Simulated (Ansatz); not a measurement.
A generator proposed this cell of Zr2Br3Cl.

```
Zr Br Cl
1.0
     6.80795    0.00000    0.00000
    -3.40398    5.89586    0.00000
     0.00000    0.00000    3.89991
Zr Br Cl
2 3 1
Direct
  0.33333 0.66667 0.00000
  0.66667 0.33333 0.00000
  0.50000 0.00000 0.50000
  0.50000 0.50000 0.50000
  0.00000 0.50000 0.50000
  0.00000 0.00000 0.00000
```

Method: DFT PBE, scalar-relativistic, plane waves, PAW (Ansatz 0.2.0). Plane waves to 420 eV, a k mesh through Γ of 3×3×4 on the computed 6-atom cell and Gaussian smearing (0.10 eV); no spin polarisation.

Energies over the elements count from the elements' standard structures at the same level (Cl₂ as a molecule), with no fitted energy shifts. The references include crystalline Br.

Problem. How far from equilibrium is it?

Solution. The pressure is 0.2 GPa (the mean over three directions, positive in compression), the largest force is 0.00 eV/Å (symmetry fixes the atoms), and the energy is −0.46 eV/atom against the elements. The shortest distance is 2.77 Å.

Problem. How much does it gain on relaxing, and where does it end?

Solution. Relaxing gains under 0.1 eV/atom (the start's value is from the coarse mesh, so the gain is rough) in 6 ionic steps and ends at −0.51 eV/atom on the finer mesh. The symmetry stays P6/mmm (No. 191). The volume per atom shrinks by 0.6 %, from 26.1 to 25.9 Å³. The shortest distance goes from 2.77 Å (Zr–Br) to 2.84 Å (Zr–Br). The ratio c/a of the conventional cell changes by a factor of 1.16. Conventional cell: a = 6.474 Å, c = 4.287 Å. Around Zr lie 6 Br at 2.84 Å, 3 Cl at 3.74 Å and 3 Zr at 3.74 Å; around Br lie 4 Zr at 2.84 Å, 4 Br at 3.24 Å and 4 Cl at 3.88 Å; Cl is surrounded by 6 Zr at 3.74 Å, 12 Br at 3.88 Å and 2 Cl at 4.29 Å.

The last run used collinear spin, a 6×6×10 mesh (in the run's order of axes) for its 6-atom cell and Gaussian smearing of 0.10 eV. The reference form of Br is held partly by dispersion forces, which this level lacks. Another magnetic order may lie lower. The relaxation can't lower the symmetry of the start. A structure relaxed within its symmetry needn't be a true minimum. Another cell of Zr2Br3Cl relaxed alike, in P-6m2, lies 166 meV/atom lower, so this cell isn't the stable form at this level.
